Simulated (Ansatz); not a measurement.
Theory: Ansatz, DFT PBE, scalar-relativistic, plane waves, PAW. Settings: cutoff 420 eV, Γ-centred meshes spaced at most about 0.3 Å⁻¹, and about 0.25 Å⁻¹ or finer for metals (2π included), Gaussian smearing. No spin polarisation in the final relaxations.

Temperature and zero-point effects are left out.

Two relaxed structures of GeBr₅:

A. Space group P4/mmm (No. 123), tetragonal, a = 8.127 Å, c = 3.517 Å. Around Ge lie 2 Ge at 3.52 Å and 8 Br at 4.24 Å (long contacts); Br on a site of symmetry m2m has 1 Br at 2.43 Å, 1 Br at 2.85 Å, 2 Br at 3.52 Å, 2 Br at 4.03 Å and 2 Ge at 4.24 Å; around Br on a site of symmetry 4/mmm lie 4 Br at 2.85 Å and 2 Br at 3.52 Å.

B. Space group P6/mmm (No. 191), hexagonal, a = 5.545 Å, c = 9.111 Å. Ge is surrounded by 6 Br at 3.20 Å; Br on a site of symmetry mmm has 4 Br at 2.77 Å; Br on a site of symmetry -6m2 has 3 Br at 3.20 Å and 3 Ge at 3.20 Å.

Problem. Which is lower in energy, and by how much?

Solution. B is lower, by 208 meV/atom. A has space group P4/mmm (No. 123), 38.7 Å³/atom and no gap on its mesh; B has space group P6/mmm (No. 191), 40.4 Å³/atom and no gap. Counting Br atoms around Ge (those within 1.25 times the shortest such distance or 1.15 times the sum of covalent radii; the shortest distance is added where it is long for a bond), A has Ge 8 from 4.2 Å and B has Ge 6 from 3.2 Å. A holds Br–Br pairs (shortest 2.43 Å); in B the shortest Br–Br distance is 2.77 Å, near bonding range too. Even the lower one lies +0.20 eV/atom against the reference forms of the elements (uncorrected), so neither is stable at this level. Both come from invented guesses. A third cell relaxed alike, in P-62m, lies 228 meV/atom below the lower of the two.

No dispersion correction is applied, so the spacing and binding between layers, chains or molecules are poorly described (P4/mmm, P6/mmm), and this can change margins and order among such cells. In P4/mmm, P6/mmm an odd number of electrons in the primitive cell allows no gap without spin; a larger cell or a magnetic state could open one. A magnetic state wasn't ruled out in cells without spin, among them P4/mmm. Cells relaxed within their symmetry can be saddle points.
